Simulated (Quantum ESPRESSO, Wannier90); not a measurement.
# Wannier functions of Ga2BiAs (P-4m2)

```xyz
4
Lattice="4.3001 0.0000 0.0000 0.0000 4.3001 0.0000 0.0000 0.0000 6.1459" Properties=species:S:1:pos:R:3 pbc="T T T"
Ga     2.1501     0.0000    -1.6856
Ga     0.0000     2.1501     1.6856
Bi     0.0000     0.0000     0.0000
As     2.1501     2.1501     3.0729
```

Materials Project entry mp-1018076; symmetrised, unrelaxed at this level. Not found in the COD (Crystallography Open Database) copy used; not checked further. Method: PBEsol plane waves in Quantum ESPRESSO 7.5 (PseudoDojo norm-conserving files, 68 Ry, no spin polarisation, no spin-orbit coupling), Bloch states on a 6×6×4 mesh through Γ, Wannier90 4.0.1. Density: 8×8×6 mesh, cold smearing 0.01 Ry. Spin-orbit coupling is left out although heavy elements are present.

A tight-binding model is made by disentanglement and projection with no localisation steps (num_iter = 0), so the 16 orbitals stay atom-like: hydrogen-like Ga: s;p; Bi: s;p; As: s;p, axes along x, y, z; frozen window up to 1.50 eV relative to the Fermi level. It follows pw.x to 6.8 meV rms for states up to 1.0 eV relative to the Fermi level. Matrix elements depend on this choice of orbitals and windows.

The 20 largest hoppings ⟨m,0|H|n,R⟩ between different sites (one of each Hermitian pair; signs follow the real orbitals' lobes; the list may end inside a set of equal values):

```
m            n      R  distance of the centres (Å)  t (eV)
------  ------  -----  ---------------------------  ------
As4 px   Ga2 s  0 0 0                         2.64   1.747
As4 px   Ga2 s  1 0 0                         2.64  -1.747
As4 py   Ga1 s  0 0 1                         2.64   1.747
As4 py   Ga1 s  0 1 1                         2.64  -1.747
As4 s   Ga1 py  0 0 1                         2.66  -1.735
As4 s   Ga1 py  0 1 1                         2.66   1.735
As4 s   Ga2 px  0 0 0                         2.66  -1.735
As4 s   Ga2 px  1 0 0                         2.66   1.735
Bi3 px  Ga1 pz  0 0 0                         2.86  -1.674
Ga1 pz  Bi3 px  1 0 0                         2.86   1.674
Bi3 py  Ga2 pz  0 0 0                         2.86   1.673
Ga2 pz  Bi3 py  0 1 0                         2.86  -1.673
As4 pz  Ga2 px  0 0 0                         2.66   1.662
As4 pz  Ga2 px  1 0 0                         2.66  -1.662
As4 pz  Ga1 py  0 0 1                         2.66  -1.662
As4 pz  Ga1 py  0 1 1                         2.66   1.662
Bi3 pz  Ga1 px  0 0 0                         2.85  -1.660
Ga1 px  Bi3 pz  1 0 0                         2.85   1.660
Bi3 pz  Ga2 py  0 0 0                         2.85   1.660
Ga2 py  Bi3 pz  0 1 0                         2.85  -1.660
```
